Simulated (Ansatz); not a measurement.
Pd:
```
CELL_PARAMETERS angstrom
      0.00000     1.94823     1.94823
      1.94823     0.00000     1.94823
      1.94823     1.94823     0.00000
ATOMIC_POSITIONS crystal
  Pd 0.00000 0.00000 0.00000
```

Relaxed with r²SCAN+D4. Special points in fractions of this cell's reciprocal vectors: Γ (0.000, 0.000, 0.000); X (0.500, 0.000, 0.500); U (0.625, 0.250, 0.625); K (0.375, 0.375, 0.750); L (0.500, 0.500, 0.500); W (0.500, 0.250, 0.750).

**Question.** List the band energies nearest the Fermi level at these points for r²SCAN+D4 in the plane-wave PAW code Ansatz.

**Answer.** In eV from the Fermi level; about four levels below and three above (degenerate sets whole), none deeper than 8.9 eV; … stands for higher levels left out; points with the same levels are listed once.

```csv
k,below,above
Γ,-7.11 -2.90 -2.90 -2.90,…
X,-5.49 -5.22 -0.10,0.31 0.31 …
U,-4.22 -1.97 -1.01 -0.16,…
L,-2.97 -2.97 -0.04 -0.04,…
W,-4.40 -3.43 -3.43 -1.38,0.31 …
```

Space group Fm-3m (fcc (Cu type)). The r²SCAN+D4 relaxation kept the symmetry of its start. No spin polarisation was allowed. The pairwise dispersion correction was not fitted to metals. Scalar-relativistic: spin–orbit coupling is off unless named, which matters more the heavier the elements.

Potentials: the later of the program's two PAW sets.
